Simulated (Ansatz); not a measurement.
AlRh3N (anti-perovskite, Pm-3m) at seven volumes, plane-wave PAW PBEsol (Ansatz code), scaled uniformly. One row is withheld.

```csv
V (Å³/atom),P (GPa)
11.557,29.00
11.938,?
12.319,8.06
12.700,0.00
13.081,-6.77
13.462,-12.46
13.843,-17.23
```

Question: Fit the shown pressures and predict the withheld one.

Answer: Third-order Birch–Murnaghan: P = (3/2)B₀(x^(7/2) − x^(5/2))[1 + (3/4)(B′ − 4)(x − 1)] with x = (V₀/V)^(2/3). Least squares on the six rows gives V₀ = 12.700 Å³/atom, B₀ = 245.5 GPa, B′ = 4.76. At V = 11.938, x = 1.0421 and P = 17.61 GPa. The run itself gave 17.63 GPa.

The start of the workflow was typed in or built on a structure type; neither database checked (COD, Materials Project) lists it. Whether it is the stable phase at ambient conditions was not checked. The PBEsol relaxation kept the symmetry of its start; its stability against distortions is not shown here. The workflow began spin-polarised and lost its moments. The volume moved by 16 % from the start of the relaxation.

Potentials: the later of the program's two PAW sets.
